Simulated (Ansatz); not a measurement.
How much do the gradients of Mg₂Al₃VS₈ depend on the method?

Cell: a computed structure from the Materials Project (it need not be an observed phase), atoms as given.

```cif
data_Mg2Al3VS8
_symmetry_space_group_name_H-M 'P-1'
_symmetry_Int_Tables_number 2
_cell_length_a 7.2386
_cell_length_b 7.2393
_cell_length_c 7.2478
_cell_angle_alpha 60.103
_cell_angle_beta 60.369
_cell_angle_gamma 60.044
loop_
_atom_site_label
_atom_site_type_symbol
_atom_site_symmetry_multiplicity
_atom_site_Wyckoff_symbol
_atom_site_fract_x
_atom_site_fract_y
_atom_site_fract_z
Mg Mg 2 i 0.1251 0.6252 0.1246
Al3 Al 1 h 0.5000 0.5000 0.5000
Al4 Al 1 b 0.0000 0.0000 0.5000
Al5 Al 1 f 0.5000 0.0000 0.5000
V V 1 d 0.5000 0.0000 0.0000
S7 S 2 i 0.2612 0.2142 0.2633
S8 S 2 i 0.2855 0.2386 0.7371
S9 S 2 i 0.7378 0.2382 0.2865
S10 S 2 i 0.7392 0.2386 0.7354
```

One atom of each set is listed.

First run. All values are calculated (Ansatz; DFT, PBE, plane waves and PAW, scalar-relativistic, collinear spin, 420 eV cutoff, Γ-centred 6×6×6 k-points, Fermi–Dirac smearing 0.05 eV), not measured. Start moments as typed (μB): 2 on each V, none on the rest.

```
site  V_zz (10²¹ V/m²)     η  m (μB)
  Mg             0.035  0.24    0.00
 Al3             -0.30  1.00    0.01
 Al4             -0.34  0.49    0.01
 Al5              0.28  0.83    0.01
   V             -2.59  0.24    1.67
  S7              1.39  0.75   -0.02
  S8              1.36  0.75   -0.02
  S9             -1.36  0.10    0.01
 S10              1.45  0.73   -0.02
```

Second run. The same atoms and settings, except that the functional is r2SCAN and the cutoff is 500 eV.

Q: Given the first result, estimate the second.

A: 

```csv
site,V_zz,η,change of V_zz,m (μB)
Mg,0.038,0.38,0.00,0.00
Al3,-0.36,0.75,-0.06,0.01
Al4,-0.34,0.53,0.00,0.01
Al5,-0.26,0.98,–,0.01
V,7.61,0.59,–,1.72
S7,1.63,0.79,+0.24,-0.02
S8,1.61,0.75,+0.25,-0.02
S9,-1.65,0.38,-0.29,0.01
S10,1.20,0.98,-0.25,-0.01
```

The largest change of V_zz along a kept axis is on S9, from -1.36 to -1.65. The whole tensor moves most on V, by 6.44 along its most changed direction. Where |V_zz| stays above 0.1 and the axes keep their order, η moves most on S10, from 0.73 to 0.98. On S9 V_xx and V_yy change places (or their axes turn by over 50°), so the two values of η hide a larger change. On V, Al5 the largest principal value lies along another axis in the second run, so the two V_zz can't be compared directly. The first run finds no gap above 0.1 eV, the second does.

All moments are parallel here, as the start or the cell imposes; many such compounds order antiparallel, where fields and spin densities carried over to other atoms largely cancel. The magnetic order is the one that the run reached from its start moments, not necessarily the measured one.
For the first run: With no gap above 0.1 eV, as in a metal, the gradients converge slowly in k; expect changes of a tenth or more on a denser mesh. Semilocal functionals can leave a metal where correlation in the d or f shell opens a gap in the real compound, and that would change the values at and beside V.
For the second run: The program didn't check the stability of this electronic state in full, so a lower one may lie near. With these PAW files V_zz is typically within 2 to 3 % of all-electron values, but misses above 10 % occur on Al. With a gap of 0.7 eV on this mesh, small gradients can still move by 0.1 × 10²¹ V/m² or more as the k-mesh gets denser.
